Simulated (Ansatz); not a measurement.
Rb2TlInCl6:
```yaml
crystal:
  lattice:
    - [0.00000, 5.35046, 5.35046]
    - [5.35046, 0.00000, 5.35046]
    - [5.35046, 5.35046, 0.00000]
  atoms:
    - { symbol: Rb, position: [0.75000, 0.75000, 0.75000] }
    - { symbol: Rb, position: [0.25000, 0.25000, 0.25000] }
    - { symbol: Tl, position: [0.50000, 0.50000, 0.50000] }
    - { symbol: In, position: [0.00000, 0.00000, 0.00000] }
    - { symbol: Cl, position: [0.76797, 0.23203, 0.23203] }
    - { symbol: Cl, position: [0.23203, 0.76797, 0.76797] }
    - { symbol: Cl, position: [0.23203, 0.76797, 0.23203] }
    - { symbol: Cl, position: [0.76797, 0.23203, 0.76797] }
    - { symbol: Cl, position: [0.23203, 0.23203, 0.76797] }
    - { symbol: Cl, position: [0.76797, 0.76797, 0.23203] }
```

Relaxed with LDA. Special points in fractions of this cell's reciprocal vectors: Γ (0.000, 0.000, 0.000); X (0.500, 0.000, 0.500); U (0.625, 0.250, 0.625); K (0.375, 0.375, 0.750); L (0.500, 0.500, 0.500); W (0.500, 0.250, 0.750).

Task: List the band energies nearest the valence-band maximum at these points for LDA (plane waves, PAW; program Ansatz).

Result: In eV from the valence-band maximum; about four levels below and three above (degenerate sets whole), none deeper than 8.9 eV; points with the same levels are listed once.

```json
[
 {"k": "Γ", "below": "-1.88 -1.88 -1.56 -1.56 -1.56", "above": "3.32 3.65 3.65 3.65"},
 {"k": "X", "below": "-2.02 -2.02 -1.89 -1.57 0.00", "above": "3.37 4.41 4.41"},
 {"k": "U", "below": "-1.98 -1.91 -1.66 -0.11", "above": "2.68 4.71 4.89"},
 {"k": "L", "below": "-1.76 -1.76 -1.74 -0.84", "above": "1.88 4.56 4.84"},
 {"k": "W", "below": "-2.02 -1.77 -1.77 -0.06", "above": "2.73 4.66 4.66"}
]
```

Space group Fm-3m. The workflow started from a Materials Project entry (that database holds measured and hypothetical structures alike); the Crystallography Open Database copy checked does not list it. Its standing as an ambient phase is unchecked. The cell was relaxed with LDA under the symmetry of its start. At this level the phase is dynamically unstable (imaginary phonons). Spin–orbit coupling is left out wherever it is not named.

Potentials: the later of the program's two PAW sets.
